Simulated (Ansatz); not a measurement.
Zr₂Ni:
```
CELL_PARAMETERS angstrom
     -3.23556     3.23556     2.62099
      3.23556    -3.23556     2.62099
      3.23556     3.23556    -2.62099
ATOMIC_POSITIONS crystal
  Zr 0.16419 0.66419 0.82838
  Zr 0.66419 0.83581 0.50000
  Zr 0.83581 0.33581 0.17162
  Zr 0.33581 0.16419 0.50000
  Ni 0.75000 0.75000 0.00000
  Ni 0.25000 0.25000 0.00000
```

Relaxed with r²SCAN.

### Question
Give the Bader charges and basin volumes of the independent atoms, plane-wave PAW r²SCAN (Ansatz code).

### Answer


| atom | Bader charge (e) | Bader volume (Å³) |
|---|---|---|
| Zr1 | +0.74 | 18.4 |
| Ni5 | -1.48 | 18.2 |

Space group I4/mcm. The workflow started from an entry of the Crystallography Open Database (COD). Whether it is the stable phase at ambient conditions was not checked. The cell was relaxed with r²SCAN under the symmetry of its start; whether a distortion lowers the energy is not shown. The workflow began spin-polarised and lost its moments.

Potentials: the later of the program's two PAW sets.
